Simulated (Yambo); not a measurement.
BSE-type run in Yambo on SrAgSF (space group P4/nmm, No. 129), at zero momentum. PBEsol wavefunctions on a 4×4×1 mesh, a = b = 4.1086 Å, c = 9.1301 Å, α = β = γ = 90.00°.

Yambo input:
```
rim_cut
optics
bse
bss
dipoles
em1s
RandQpts= 1000000
RandGvec= 1 Ry
FFTGvecs= 40 Ry
Chimod= "HARTREE"
BSKmod= "SEX"
BSEmod= "resonant"
BSSmod= "hs"
BSENGexx= 15 Ry
BSENGBlk= 3 Ry
% KfnQP_E
 1.102 | 1.0 | 1.0 |
%
% BSEQptR
 1 | 1 |
%
% BSEBands
 21 | 59 |
%
% BEnRange
 0.0 | 11.2 | eV
%
% BDmRange
 0.15 | 0.15 | eV
%
BEnSteps= 224
% BLongDir
 1.0 | 0.0 | 0.0 |
%
BSHayTrs= -0.02
BSSNEig= 24
WRbsWF
% BndsRnXs
 9 | 99 |
%
NGsBlkXs= 3 Ry
% LongDrXs
 1.0 | 1.0 | 1.0 |
%
```

From the report:

The dimension is k points × valence × conduction bands = 16 × 22 × 17 = 5984.
```
   [SLEPC] Approach                          : Krylov-Schur
   [SLEPC] Number of requested eigenvalues   :  24
   [SLEPC] Number of eigenvalues        [NEV]:  24
    [K] Dimension                                    :   5984
    [K] Bands                                        :   21   59
    [K] Exchange res                                 : yes
    [K] Correlation res                              : yes
    [K] W interaction is bare                        : no
    [K] RL vectors exchange                          :  1017
    [K] RL vectors correlation                       :   93
    [W] Matrix size                                  :   93
    [W] Bands                                        :    9   99
    [W] Coulomb Cutoff                               : none
    [W] Hxc Kernel                                   : HARTREE
```

Spin-orbit coupling is not included.

Geometry of the Materials Project entry, not relaxed at this level.

The structure is a Materials Project entry; no match was found in the copy of COD used, and its stability was not checked.
